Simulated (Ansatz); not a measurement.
Ge2Sb2Te5 (Ge2Sb2Te5-Kooi type, space group P-3m1)

Space group P-3m1 (No. 164); a = b = 4.2936 Å, c = 17.6359 Å, α = β = 90.00°, γ = 120.00°

```
atom  site  symmetry       x       y       z
----  ----  --------  ------  ------  ------
Te      1a      -3m.  0.0000  0.0000  0.0000
Ge      2d       3m.  0.6667  0.3333  0.0982
Te      2d       3m.  0.3333  0.6667  0.1941
Sb      2c       3m.  0.0000  0.0000  0.3094
Te      2d       3m.  0.6667  0.3333  0.4064
```

Equation-of-state scan: isotropic scaling of the cell above, V₀ being its volume. The atoms relax within the cell's symmetry.

These are PBE (plane waves to 420 eV, PAW, scalar-relativistic; Ansatz, an electronic-structure program) values and carry that method's errors. k mesh 9×9×2 (Γ-centred), Fermi-Dirac smearing 0.05 eV. The energy includes the smearing's −TS. With the shape held, the modulus is that of even scaling; a crystal free to change shape is softer. Ge2Sb2Te5 was relaxed with its symmetry unable to fall. Spin-orbit coupling is left out, though Sb and Te are heavy. The PAW data are Ansatz's earlier set. ΔE is measured from the relaxed starting cell.

| V (Å³/atom) | ΔE (meV/atom) |
|---|---|
| 28.156 | 34.5 |
| 28.678 | 22.7 |
| 29.199 | 13.7 |
| 29.721 | 7.3 |
| 30.242 | 3.0 |
| 30.763 | 0.7 |
| 31.285 | 0.0 |
| 31.806 | 0.6 |
| 32.328 | 2.4 |
| 32.849 | 5.1 |
| 33.371 | 8.7 |
| 33.892 | 12.9 |
| 34.413 | 17.8 |

**Question.** What bulk modulus at fixed cell shape B₀ follows from a third-order Birch-Murnaghan fit?

**Answer.** 25.1 GPa.

**Question.** What is the fitted pressure derivative B₀′?

**Answer.** 8.8.

(Under strain, the slope of the energy per volume gives the stress and its curvature an elastic modulus.)
